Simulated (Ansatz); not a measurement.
Consider the following.

SiRh:
```cif
data_RhSi
_chemical_formula_sum 'Rh1 Si1'
_space_group_name_H-M_alt 'P-6m2'
_space_group_IT_number 187
_space_group_name_Hall 'P -6 2'
_cell_length_a 3.53342
_cell_length_b 3.53342
_cell_length_c 2.74295
_cell_angle_alpha 90.000
_cell_angle_beta 90.000
_cell_angle_gamma 120.000
loop_
_atom_site_label
_atom_site_type_symbol
_atom_site_symmetry_multiplicity
_atom_site_Wyckoff_symbol
_atom_site_fract_x
_atom_site_fract_y
_atom_site_fract_z
_atom_site_occupancy
Rh1 Rh 1 a 0.00000 0.00000 0.00000 1
Si1 Si 1 f 0.66667 0.33333 0.50000 1
```

This is the PBE-relaxed structure.

Problem. All from DFT-PBE in the program Ansatz with PAW potentials, unless another level is named. Give the electronic character.

Solution. metallic (no gap).

Problem. Predict the formation energy from the elements (no fitted shifts).

Solution. -0.69 eV/atom.

Problem. And the density of states at the Fermi level?

Solution. 0.40 states/eV per atom (mean over ±0.08 eV).

A made-up cell: these elements were put on the sites of a structure type; neither database checked (COD, Materials Project) lists it. COD files the formula under space group No. 14, so this cell is another polymorph or a model. Whether it is the stable phase at ambient conditions was not checked. Symmetry was held in the PBE relaxation; whether a distortion lowers the energy is not shown. No spin polarisation was allowed. The references are the lowest solids computed at this level, not always the standard phases. Spin–orbit coupling is left out wherever it is not named.

Potentials: the later of the program's two PAW sets.
